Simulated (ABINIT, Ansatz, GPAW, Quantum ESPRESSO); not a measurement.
**InSb3: 5 runs at one level of theory**

```
Sb In
1.0
     4.80637    0.00000    0.00000
     0.00000    4.80637    0.00000
     0.00000    0.00000    4.80637
Sb In
3 1
Direct
  0.50000 0.50000 0.00000
  0.00000 0.50000 0.50000
  0.50000 0.00000 0.50000
  0.00000 0.00000 0.00000
```

The cell comes from a database or a generator and needn't be the stable form of this composition.

Alike in all runs: task single point; functional PBEsol; k mesh 6 × 6 × 6; occupations fermi-dirac, width 0.05 eV; no spin polarisation; no spin-orbit coupling. A missing gap at this level doesn't show that the real crystal is a metal. Pressure is positive in compression and, in plane waves, holds the error of the finite cutoff, which Ansatz's Pulay term estimates and takes out.

| program and potentials | plane-wave cutoff (eV) | notes | band gap (eV) | pressure (GPa) |
| --- | --- | --- | --- | --- |
| Ansatz, Ansatz PAW | 420 | potentials made for PBE, which Ansatz adapts in part; Pulay term of +0.04 GPa included | no gap | -2.68 |
| Quantum ESPRESSO, GBRV 1.5 PBEsol | 762 | - | no gap | -2.67 |
| Ansatz, all-electron LAPW, scalar-relativistic | - | - | no gap | -2.67 |
| ABINIT, PseudoDojo NC SR PBEsol v0.4.1 standard | 1088 | - | no gap | -2.72 |
| GPAW, PAW data sets generated for this functional | 600 | - | no gap | -2.96 |

None finds a gap. The pressure spans -2.96 (GPAW, PAW data sets generated for this functional) to -2.67 GPa (Quantum ESPRESSO, GBRV 1.5 PBEsol), with all-electron results at -2.67.

Differences between rows come from potentials, basis sets and numerical settings, since the functional is the same but for its coding. Runs on potential files found faulty are left out.
